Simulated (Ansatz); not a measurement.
# CdS: computed property card

CdS:
```yaml
crystal:
  lattice:
    - [0.00000, 2.72674, 2.72674]
    - [2.72674, 0.00000, 2.72674]
    - [2.72674, 2.72674, 0.00000]
  atoms:
    - { symbol: Cd, position: [0.50000, 0.50000, 0.50000] }
    - { symbol: S, position: [0.00000, 0.00000, 0.00000] }
```

Space group Fm-3m (No. 225), rock salt; conventional cell a = b = c = 5.453 Å, α = β = γ = 90.00°.

Method: the program Ansatz at the r²SCAN level (PAW). The cell and atoms are relaxed at this level. Other levels are named where they apply.

### Cell and energy

```yaml
volume_per_atom: 20.27 Å³
density: 5.92 g/cm³
Formation energy from the elements (no fitted shifts): -0.73 eV/atom
```

### Electronic structure

```yaml
band_gap: 0.75 eV (indirect)
valence_band_maximum: off the standard path, at k = (0.000, 0.135, -0.281) in fractions of the reciprocal vectors
conduction_band_minimum: at X (3 equivalent valleys)
smallest_direct_gap_on_the_standard_path: 2.39 eV
electron_effective_mass: 0.19, 0.19, 0.40 mₑ (principal values)
```

### Mechanics

```yaml
Bulk modulus (Birch–Murnaghan fit): 82.3 GPa
Pressure derivative B′: 4.6
Elastic constants (relaxed ions, GPa): C11 = 137, C12 = 55.2, C44 = 37.3
mechanical_stability: stable (all eigenvalues of C positive)
hill_bulk_and_shear_moduli: 82.4 and 38.7 GPa
Young's modulus: 100 GPa
Poisson's ratio: 0.30
debye_temperature_from_the_elastic_constants: 312 K
```

This is a known high-pressure phase of the composition, computed here at zero pressure and temperature. The cell was relaxed with r²SCAN under the symmetry of its start; its stability against distortions is not shown here. The references are the lowest solids computed at this level, not always the standard phases. Scalar-relativistic: spin–orbit coupling is off unless named, which matters more the heavier the elements.

Potentials: the later of the program's two PAW sets.
